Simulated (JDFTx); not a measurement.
Reference run:

System: W(110) (Im-3m bulk; lattice of mp-91, not re-optimised at this level), 1x1 cell of 4 atoms in 4 planes, area 7.11 Å² a face, 6.7 Å between the outermost planes in a cell 22.7 Å high; k mesh 10×10×1, Fermi width 0.01 Ha, no spin polarisation.

Reference level: PBE, GBRV ultrasoft potentials, plane waves to 20/100 Ha, in a modified build of JDFTx. Unrelaxed; liquid: CANDLE, water, 1 M NaF. Potentials are on the SHE scale by the convention U = −μ/e − 4.44 V; references calibrated for a solvation model differ from this value.

```
run                F per atom, vacuum (eV)  TS per atom (eV)  k states  plane waves per k  work function (eV)  U_pzc (V)
-----------------  -----------------------  ----------------  --------  -----------------  ------------------  ---------
run 1 (reference)                -1869.307             0.198        31               4650                4.92       0.10
run 2                            -1869.232             0.051        31               4650                4.93       0.12
run 3                            -1869.215             0.020        31               4650                4.95       0.14
```

Question: One setting differs between these runs. Which?
A) plane-wave cutoffs
B) k mesh
C) functional
D) Fermi smearing width

Answer: D, Fermi smearing width. The values, in order: 0.01 Ha; 0.005 Ha; 0.003 Ha.
